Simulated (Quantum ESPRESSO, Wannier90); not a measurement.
## Wannierisation of Ag (bcc (W type), model phase)

```
CELL_PARAMETERS angstrom
     -1.65566     1.65566     1.65566
      1.65566    -1.65566     1.65566
      1.65566     1.65566    -1.65566
ATOMIC_POSITIONS crystal
  Ag 0.00000 0.00000 0.00000
```

Cell from Materials Project (mp-2646971), symmetrised, no further relaxation. This isn't the element's usual structure (fcc); take it as a model of another phase. Computed values, not measurements, from PBEsol: Quantum ESPRESSO (norm-conserving PseudoDojo potentials, cutoff 66 Ry, spinors with spin-orbit coupling) on a Γ-centred 10×10×10 mesh, then Wannier90. Density: 18×18×18 mesh, cold smearing 0.01 Ry.

The plane-wave run has 42 bands and 19 electrons a cell. On the energy scale of pw.x, whose zero is arbitrary, the Fermi level lies at 15.88 eV.

Isolated groups of bands, relative to the Fermi level (bands from 9 on overlap up to the last one computed):

```
bands  from (eV)  to (eV)  filling  weight on atomic waves
-----  ---------  -------  -------  ----------------------
1–2       -91.69   -91.66   filled              Ag 4s 99 %
3–4       -58.77   -58.69   filled             Ag 4p 100 %
5–8       -53.66   -53.55   filled             Ag 4p 100 %
```

Input w.win, without the blocks of cell, atoms and k-points (1000 lines):

```
num_bands = 34
num_wann = 18
exclude_bands = 1-8
spinors = true
num_iter = 1000
conv_tol = 1.0e-6
conv_window = 4
dis_num_iter = 1000
dis_conv_tol = 1.0e-6
dis_froz_max = 17.38
dis_win_max = 33.24
write_hr = true
write_u_matrices = true
begin projections
f=-0.01386,0.00690,-0.00479: s;p;d
end projections
mp_grid = 10 10 10
```

wannier90.x stops with:
```
dis_windows: Energy window contains fewer states than number of target WFs
```
At some k-point the outer window holds fewer bands than num_wann, so no subspace of that size can be extracted. Mended as below, all else unchanged, the run goes through (Ω_I = 13.4 Å²) and follows the plane-wave bands to 5.6 meV rms (states up to 1.0 eV relative to the Fermi level).
Remove the line dis_win_max = 33.24.
